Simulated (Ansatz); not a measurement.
**Quadrupolar parameters in TiO2**

The cell is a Materials Project structure (computed, not necessarily an observed phase), taken as it stands.

Space group P4_2/mnm (No. 136); a = 4.5998, c = 2.9592 Å.

| site | Wyckoff | site symmetry | x | y | z |
| --- | --- | --- | --- | --- | --- |
| Ti | 2b | m.mm | 0.5000 | 0.5000 | 0.0000 |
| O | 4g | m.2m | 0.6957 | 0.6957 | 0.5000 |

One atom of each set is listed.

Computed with Ansatz: DFT, PBE, plane waves and PAW, scalar-relativistic, 420 eV cutoff, Γ-centred 7×7×11 k-points, Fermi–Dirac smearing 0.01 eV.

V_zz is the principal component of the electric field gradient with the largest magnitude, η = (V_xx − V_yy)/V_zz and C_Q = eQV_zz/h. ν_Q = 3|C_Q|/[2I(2I − 1)].

49Ti: I = 7/2, Q = 247.0 mb; ¹⁷O: I = 5/2, Q = -25.58 mb. Q values from Pyykkö, Mol. Phys. 116, 1328 (2018).

Problem. What field gradients does the calculation give at each kind of site?

Solution. 

| site | atoms | first shell | C_Q (MHz) | η | ν_Q (MHz) |
| --- | --- | --- | --- | --- | --- |
| Ti | 2 | 6 O at 1.95–1.98 Å | -12.2 | 0.18 | 0.868 |
| O | 4 | 3 Ti at 1.95–1.98 Å | -1.50 | 0.98 | 0.224 |

At this cell the principal stresses reach 5 GPa in size with PBE, which can matter for small gradients. Where η is near 1 the sign of V_zz means little.
